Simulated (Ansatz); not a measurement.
A geometry of ZrO2 away from equilibrium: step 9 of the relaxation of a generated cell, ZrO2 placed in the 3R-MoS2 structure type. Method: PBE (plane waves to 420 eV, PAW, scalar-relativistic; Ansatz, a program for electronic structure). Γ-centred k-mesh 10×10×10 on the run's cell (coarser than for final values), Fermi–Dirac smearing 0.05 eV.

```yaml
crystal:
  lattice:
    - [1.55223, 0.89618, 4.97532]
    - [-1.55223, 0.89618, 4.97532]
    - [0.00000, -1.79236, 4.97532]
  atoms:
    - { symbol: Zr, position: [0.00012, 0.00012, 0.00012] }
    - { symbol: O, position: [0.25505, 0.25505, 0.25505] }
    - { symbol: O, position: [0.41152, 0.41152, 0.41152] }
```

Task: Which atoms carry the largest force, and which way does it point?

Result: 0.02 eV/Å, on O2 (atoms numbered as listed); on O2 its components are (0.00, 0.00, -0.02).

Task: What is the pressure?

Result: +5.3 GPa, compression positive.

Task: How much energy per atom can still be gained by relaxing?

Result: 0.01 eV/atom; the path ends in R3m (No. 160).

No spin polarisation in the result. Without a van der Waals term the distances between weakly bound units are poorly fixed.

The run could not lose the symmetry of its start, so the end can be a saddle point.

The end of the path is a generated cell of ZrO2: the first start was made by placing the elements on the sites of a structure type, and the end was not matched to a known phase here, so it may be hypothetical. Known forms of ZrO2 include space group No. 14, 137, 225.
